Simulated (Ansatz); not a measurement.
AgCl (rock salt, Fm-3m), the program Ansatz at the r²SCAN level (PAW): ε∞ = 4.52, cell volume 42.62 Å³. Infrared-active transverse modes:

```tsv
ω_TO (cm⁻¹)	oscillator strength S_xx (e²/amu)
115.4	0.07411
```

### Question
Compute the static dielectric constant.

### Answer
Each mode adds (4.921e7/V) S/ω²: 6.43. So ε0 = 10.9.

### Question
What LO frequency does the Lyddane–Sachs–Teller relation give?

### Answer
ω_LO = ω_TO √(ε0/ε∞) = 180 cm⁻¹.

The r²SCAN relaxation kept the symmetry of its start; phonons on a q-mesh show no instability. The run is not spin-polarised. Spin–orbit coupling is left out wherever it is not named.

Potentials: the later of the program's two PAW sets.
